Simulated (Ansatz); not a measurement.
# Structures of In$_{2}$B: which is lowest?

Plane-wave DFT in Ansatz with scalar-relativistic PAW potentials, cutoff 420 eV, Γ-centred meshes chosen by cell and gap, Gaussian smearing with energies taken to zero width. Every cell was relaxed (cell and atoms) in a run of its own, within the symmetry of its start. Functional: PBE.

Relaxed structures (starts from databases or built by putting these elements on another compound's sites):
A. P3_121, 9 atoms in the computed cell, a = 6.215 Å, c = 6.496 Å; sites (symmetry × multiplicity) In 1 × 6, B .2. × 3; start: built
B. I4/mmm, 3 atoms in the computed cell, a = 3.175 Å, c = 11.740 Å; sites (symmetry × multiplicity) In 4mm × 4, B 4/mmm × 2; start: built
C. I4_1/amd, 6 atoms in the computed cell, a = 3.193 Å, c = 23.287 Å; sites (symmetry × multiplicity) In 2mm. × 8, B -4m2 × 4; start: built
D. R3m, 3 atoms in the computed cell, a = 3.500 Å, c = 17.088 Å; sites (symmetry × multiplicity) In 3m × 3 + 3m × 3, B 3m × 3; start: built

Rank them by energy. Could pressure change the order?

```csv
structure,group,E − E(lowest) (meV/atom),V (Å³/atom),gap on mesh (eV)
A,P3_121,0.0,24.14,0.00
D,R3m,45,20.15,0.00
C,I4_1/amd,124,19.79,0.00
B,I4/mmm,159,19.73,0.00
```

A is lowest, 45 meV/atom under D. D is denser by 3.99 Å³/atom, so pressure favours it: ΔE/ΔV, with ΔE in eV and 1 eV/Å³ = 160.2 GPa, gives about 1.8 GPa for equal enthalpy if both cells were rigid, a rough figure since the two compress differently. Other structures may lie lower than all of these, and vibrations aren't counted.